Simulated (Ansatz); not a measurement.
Input file for Ansatz (a first-principles code):

Ansatz 0.2 input:
```yaml
crystal:
  lattice:
    - [3.4604513681, 0.0, 0.0]
    - [0.0, 3.4604513681, 0.0]
    - [0.0, 0.0, 3.4604513681]
  atoms:
    - { symbol: Na, position: [0.0, 0.0, 0.0] }
    - { symbol: Cl, position: [0.5, 0.5, 0.5] }
kpoints:
  mp_grid: { grid: [8, 8, 8] }
hamiltonian:
  xc: r2scan
  pseudopotentials: { azcp: { folder: ./paw }, kind: paw }
scf:
  occupations: { method: fixed }
checkpoint: { read: static.run }
output: { write_density: true, elf: true, volumetric_format: npy }
basis: { fft_grid_basis: typed }
```

Output (shortened):

```
Pseudopotential: Na, paw, valence charge 9
Pseudopotential: Cl, paw, valence charge 7
Functional definition: r2SCAN
Crystal: 2 atoms, lattice volume = 41.438 Å³
Basis set: ecut = 500 eV, 1021 PW (Γ), exchange–correlation on 108×108×108 points (64 copies of the dense FFT grid, shifted against one another)
Bands: 12, of which v1, the nominal top of the filled ones, is band 8 counted from 1 (7 counted from 0)
Symmetry: 48 space group operations
Space group: Pm-3m (ITA 221), of the structure as read, at distance tolerance 3.5e-5 Å
k-points: 35 of 512
Stability of the state it starts from, as read at its close in the unpolarized treatment …
iter 1 solved again at ethr=2.36e-7 eV; its pass at ethr=3.10e-3 eV (dr2=3.78e-5 eV) is discarded
SCF iter   1: F=—  HF=-2576.011532 eV  |F-HF|=—  |Δ(HF+E_count)|=         —  Δρ=1.09e-6  dr2=4.01e-10  dr2_τ=5.81e-11  ethr=2.36e-7  ⟨swp⟩=3.7  Hψ=3488  notcnv=0  defer=60
preconditioner: auto → none
SCF iter   2: F=-2576.011532 eV  HF=-2576.011532 eV  |F-HF|=1.28e-10  |Δ(HF+E_count)|=   2.07e-8  Δρ=6.23e-7  dr2=1.82e-10  dr2_τ=3.96e-11  ethr=2.51e-12  ⟨swp⟩=9.4  Hψ=2539  notcnv=0
SCF 1 converged in 2 iterations: F = -2576.011532 eV  dr2 = 1.82e-10
SCF converged after 2 iterations
Free energy (F): -2576.011532 eV
Harris-Foulkes:  -2576.011532 eV  (|F-HF|=1.28e-10)
Internal energy: -2576.011532 eV  (E = F + TS)
E sigma→0 (E₀):  -2576.011532 eV
Fermi energy:    2.222045 eV
--- Per-component energies (eV) ---
  E_band       = -241.324062
  E_kinetic    = 266.845095
  E_local      = -1607.800015  (includes V_loc(G=0)·N_el)
  E_nonlocal   = 310.713679
  E_hartree    = 536.804584
  E_xc         = -139.408657
  E_vxc        = -181.451213  (∫ρ·V_xc dr)
  E_paw        = -965.343937  (= ΣΔE_a)
  E_vpaw       = -114.644070  (= ΣTr[D̂ρ^β])
  E_aug_tail   = -0.000018  (compensation charges beyond the density's cutoff)
  E_vtau       = 11.403203  (kinetic-family band-sum trace: ∫τ·v_τ [+ j·A + Jᵃ·Aᵃ] dr)
  E_ewald      = -977.659588
  E_core_change = -0.162674  (= ΣΔE_core)
  E_smearing   =  0.000000  (= −TS)
  E_closure    = 0.000000  (closes the sum)
  Σ components = -2576.011532   (vs F -2576.011532, Δ=0.00e0)
  [band-id]    e_kinetic+e_local+e_nonlocal+2·e_hartree+e_vxc+e_vpaw+e_augmentation_tail+e_vtau = -241.324172   (vs E_band -241.324062, Δ=-1.10e-4)
--- Band table (eV; the first three rows and the last of 35) ---
  k-point 0: bands = ["-50.0866", "-20.4842", "-20.4842", "-20.4842", "-11.8683", "1.6853", "1.6853", "1.6853", "7.1351", "11.3580", "11.3580", "18.6713"]
  k-point 1: bands = ["-50.0864", "-20.4907", "-20.4836", "-20.4836", "-11.8136", "1.1797", "1.7208", "1.7208", "7.5845", "11.5354", "11.7496", "17.4316"]
  k-point 2: bands = ["-50.0859", "-20.5065", "-20.4822", "-20.4822", "-11.6763", "0.1969", "1.8089", "1.8089", "8.4975", "12.0510", "12.4409", "16.0498"]
  k-point 34: bands = ["-50.0820", "-20.5120", "-20.5120", "-20.5120", "-10.8544", "0.2147", "0.2147", "0.2147", "9.9278", "9.9278", "9.9278", "15.4359"]
```

Cost: about 4 core-seconds (a rough figure) on shared cores.

This is a known high-pressure phase of the composition, computed here at zero pressure and temperature. Symmetry was held in the r²SCAN relaxation; of distortions, only those at the zone centre were tested.

Potentials: the earlier of the program's two PAW sets.

Ansatz is a plane-wave DFT program.
